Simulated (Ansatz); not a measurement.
Here is an unrelaxed guess for Ta2Bi2O.

```xyz
5
Lattice="4.3296 0.0000 0.0000 0.0000 4.3296 0.0000 0.0000 0.0000 6.3325" Properties=species:S:1:pos:R:3 pbc="T T T"
Ta    2.1648    2.1648    3.1663
Ta    0.0000    0.0000    3.1663
Bi    0.0000    2.1648    0.0000
Bi    2.1648    0.0000    0.0000
O     0.0000    0.0000    0.0000
```

Computed with DFT PBE, scalar-relativistic, plane waves, PAW in Ansatz. Settings: cutoff 420 eV, Γ-centred mesh 4×4×4 on the computed 5-atom cell, Gaussian smearing of 0.10 eV; no spin polarisation.

Energies over the elements count from the elements' standard structures at the same level (O₂ as a molecule), with no fitted energy shifts.

Task: What does a single point on this coarse mesh give?

Result: The pressure is 3.6 GPa (the mean over three directions, positive in compression), the largest force is 0.00 eV/Å (symmetry fixes the atoms), and the energy is +1.23 eV/atom against the elements. The shortest distance is 2.16 Å.

Task: Is it a good guess?

Result: A poor one: relaxing gains about 1.1 eV/atom (the start's value is from the coarse mesh, so the gain is rough) in 20 ionic steps and ends at +0.11 eV/atom on the finer mesh. The symmetry stays P4/mmm (No. 123). The volume per atom shrinks by 13.4 %, from 23.7 to 20.6 Å³. The shortest distance goes from 2.16 Å (Bi–O) to 1.94 Å (Ta–O). The ratio c/a of the conventional cell changes by a factor of 0.51. Conventional cell: a = 5.150 Å, c = 3.876 Å. Around Ta on its first site lie 8 Bi at 3.22 Å and 4 Ta at 3.64 Å; Bi is surrounded by 2 O at 2.58 Å and 8 Ta at 3.22 Å; O is surrounded by 2 Ta at 1.94 Å and 4 Bi at 2.58 Å; 1 more site not described.

The last run used an 8×8×10 mesh (in the run's order of axes) for its 5-atom cell and Gaussian smearing of 0.10 eV. These runs have no spin–orbit coupling, which can matter for Bi and Ta. The relaxation can't lower the symmetry of the start, and the grade says only how near the guess is to its own end. Symmetry constrained the relaxation, so the result can be a saddle point.
